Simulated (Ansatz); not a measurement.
## ScSi2O3: relaxation step by step

The cell of ScSi2O3 is invented: random cell by space group and Wyckoff sites (P-62m, No. 189). Its size is a rough estimate.

```xyz
6
Lattice="4.2124 0.0000 0.0000 -2.1062 3.6481 0.0000 0.0000 0.0000 5.7046" Properties=species:S:1:pos:R:3 pbc="T T T"
Sc    0.0000    0.0000    2.8523
Si    0.0000    2.4321    2.8523
Si    2.1062    1.2160    2.8523
O     1.7443    0.0000    2.8523
O    -0.8722    1.5106    2.8523
O     1.2341    2.1375    2.8523
```

Computed with DFT PBE, scalar-relativistic, plane waves, PAW in Ansatz. Cutoff 420 eV, Gaussian smearing, Γ-centred meshes. Cell and atoms relax first on a coarse mesh and then on a finer one. In between, the cell is made exact in the group found at 0.06 Å. In metals the finer mesh still leaves noise of several meV/atom or more. The steps can't lower the symmetry of their start. No spin polarisation in the relaxation; trial moments died out in a coarse test.

Steps on the 6×6×4 mesh (6 atoms, 28 steps). The free energy counts from the last step; some steps are skipped; the plane-wave basis is renewed at times, which shifts energy and pressure.

```csv
step,ΔF (meV/atom),V (Å³/atom),P (GPa),largest force component (eV/Å)
1,7427.7,14.61,214.27,11.129
4,2125.4,18.77,52.56,3.138
7,983.6,21.20,2.31,0.888
10,779.7,18.47,-4.05,0.258
13,513.5,14.94,-6.65,0.146
16,349.9,11.44,2.79,0.050
19,346.1,11.86,-0.03,0.018
22,7.7,12.99,-0.76,0.096
25,6.9,13.03,0.12,0.008
28,0.0,13.13,0.14,0.009
```

The relaxed structure, after a last relaxation on the converged mesh:

Space group P-62m (No. 189). a = 5.757 Å, b = 5.757 Å, c = 2.801 Å, α = 90.00°, β = 90.00°, γ = 120.00°
```tsv
atom	site	symmetry	x	y	z
Sc	1b	-62m	0.0000	0.0000	0.5000
Si	2d	-6..	0.3333	0.6667	0.5000
O	3g	m2m	0.3529	0.0000	0.5000
```

The symmetry stays P-62m (No. 189). The volume per atom shrinks by 8.3 %, from 14.6 to 13.4 Å³. The shortest distance goes from 1.27 Å (Si–O) to 1.87 Å (Si–O). The ratio c/a of the conventional cell changes by a factor of 0.36. The energy falls by about 7.5 eV/atom (the start's value is from the coarse mesh). Sc is surrounded by 3 O at 2.03 Å and 2 Sc at 2.80 Å; Si is surrounded by 3 O at 1.87 Å; O is surrounded by 2 Si at 1.87 Å and 1 Sc at 2.03 Å.

For ScSi2O3, the volume per atom is 13.40 Å³. The density is 3.08 g/cm³. The energy over the elements is −1.39 eV/atom and the gap on the 12×12×14 mesh of the 6-atom cell is 0 eV (a metal).

Formation energies are uncorrected and refer to the elements' standard structures at the same level (O₂ as a molecule).

The last run used Gaussian smearing of 0.10 eV. An odd number of electrons in the primitive cell allows no gap without spin; a larger cell or a magnetic state could open one. Symmetry constrained the relaxation, so the result can be a saddle point. In all, the 5 runs took 6.2 min on 1 thread of Intel(R) Xeon(R) Platinum 8259CL CPU @ 2.50GHz (Skylake/Cascade Lake), on a shared host. Another cell of ScSi2O3 relaxed alike, in R-3m, lies 0.44 eV/atom lower, so this cell isn't the stable form at this level.
